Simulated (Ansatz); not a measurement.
Starting structure, (001) slab as cut from the bulk (LaSi2, I4_1/amd (No. 141)):

```yaml
crystal:
  lattice:
    - [4.38233, 0.00000, 0.00000]
    - [0.00000, 4.38233, 0.00000]
    - [0.00000, 0.00000, 27.49737]
  atoms:
    - { symbol: Si, position: [0.00000, 0.50000, 0.27275] }
    - { symbol: Si, position: [0.00000, 0.00000, 0.31216] }
    - { symbol: La, position: [0.50000, 0.50000, 0.35457] }
    - { symbol: Si, position: [0.00000, 0.00000, 0.39698] }
    - { symbol: Si, position: [0.50000, 0.00000, 0.43639] }
    - { symbol: La, position: [0.00000, 0.50000, 0.47880] }
    - { symbol: Si, position: [0.50000, 0.00000, 0.52120] }
    - { symbol: Si, position: [0.50000, 0.50000, 0.56061] }
    - { symbol: La, position: [0.00000, 0.00000, 0.60302] }
    - { symbol: Si, position: [0.50000, 0.50000, 0.64543] }
    - { symbol: Si, position: [0.00000, 0.50000, 0.68484] }
    - { symbol: La, position: [0.50000, 0.00000, 0.72725] }
```

Computed with DFT r2SCAN, scalar-relativistic, plane waves, PAW in Ansatz 0.2.0. Plane waves to 500 eV, a k mesh through Γ of 8×8×1 on the computed 12-atom cell and Gaussian smearing (0.10 eV); no spin polarisation. The cell repeats along c with a dipole correction in the vacuum.

All atoms are free. The cell is fixed. Force threshold 0.02 eV/Å.

**Question.** Where does it end?

**Answer.** The energy falls by 0.264 eV in 5 steps, to:

```
CELL_PARAMETERS angstrom
4.38233 0.00000 0.00000
0.00000 4.38233 0.00000
0.00000 0.00000 27.49737
ATOMIC_POSITIONS crystal
Si 0.00000 0.50000 0.26724
Si 0.00000 0.00000 0.31181
La 0.50000 0.50000 0.35309
Si 0.00000 0.00000 0.39691
Si 0.50000 0.00000 0.43728
La 0.00000 0.50000 0.47774
Si 0.50000 0.00000 0.52237
Si 0.50000 0.50000 0.56150
La 0.00000 0.00000 0.60482
Si 0.50000 0.50000 0.64748
Si 0.00000 0.50000 0.69222
La 0.50000 0.00000 0.72154
```

Spin-orbit coupling is left out, which matters for the bands of heavy elements. The electron density reaches far into the vacuum, where a semilocal potential decays too fast, so work functions are less certain.
